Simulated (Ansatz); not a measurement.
Input:

TePb:
```cif
data_PbTe
_chemical_formula_sum 'Te1 Pb1'
_space_group_name_H-M_alt 'P 1'
_space_group_IT_number 1
_cell_length_a 4.55572
_cell_length_b 4.55572
_cell_length_c 4.55572
_cell_angle_alpha 60.000
_cell_angle_beta 60.000
_cell_angle_gamma 60.000
loop_
_space_group_symop_operation_xyz
  'x, y, z'
loop_
_atom_site_label
_atom_site_type_symbol
_atom_site_fract_x
_atom_site_fract_y
_atom_site_fract_z
_atom_site_occupancy
Te1 Te 0.00000 0.00000 0.00000 1
Pb1 Pb 0.50000 0.50000 0.50000 1
```

This is the PBEsol-relaxed structure.

Problem. All from plane-wave PAW PBEsol (Ansatz code), unless another level is named. Predict the bulk modulus (Birch–Murnaghan fit).

Solution. 44.9 GPa.

Problem. And the elastic constants (relaxed ions, GPa)?

Solution. C11 = 126, C12 = 4.6, C44 = 14.8.

Space group Fm-3m (rock salt). Symmetry was held in the PBEsol relaxation. Spin–orbit coupling is left out wherever it is not named.

Potentials: the later of the program's two PAW sets.
